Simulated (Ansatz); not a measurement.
AlIr:
```
AlIr
1.0
    2.98936     0.00000     0.00000
    0.00000     2.98936     0.00000
    0.00000     0.00000     2.98936
Al Ir
1 1
Direct
  0.00000   0.00000   0.00000
  0.50000   0.50000   0.50000
```

Relaxed with PBEsol. Special points in fractions of this cell's reciprocal vectors: Γ (0.000, 0.000, 0.000); X (0.000, 0.500, 0.000); M (0.500, 0.500, 0.000); R (0.500, 0.500, 0.500).

Q: List the band energies nearest the Fermi level at these points for the program Ansatz at the PBEsol level (PAW).

A: In eV from the Fermi level; about four levels below and three above (degenerate sets whole), none deeper than 8.9 eV; points with the same levels are listed once.

```tsv
k	below	above
Γ	-5.95 -5.95 -1.85 -1.85 -1.85	4.18 4.18 4.18
X	-5.16 -3.80 -3.80 -1.56	0.21 5.75 8.99 8.99
M	-3.35 -3.35 -3.32 -3.32 -0.30	2.19 5.15 8.93
R	-6.86 -6.86 -6.86 -0.19 -0.19	0.98 1.93 1.93 1.93
```

Space group Pm-3m (CsCl type). The workflow started from a Materials Project entry (that database holds measured and hypothetical structures alike); the Crystallography Open Database copy checked does not list it. With Al and Ir taken as one species the cell has the higher symmetry Im-3m, so it may be an ordered model of a mixed-site phase. Its standing as an ambient phase is unchecked. The PBEsol relaxation kept the symmetry of its start; of distortions, only those at the zone centre were tested. The run is not spin-polarised. Scalar-relativistic: spin–orbit coupling is off unless named, which matters more the heavier the elements.

Potentials: the later of the program's two PAW sets.
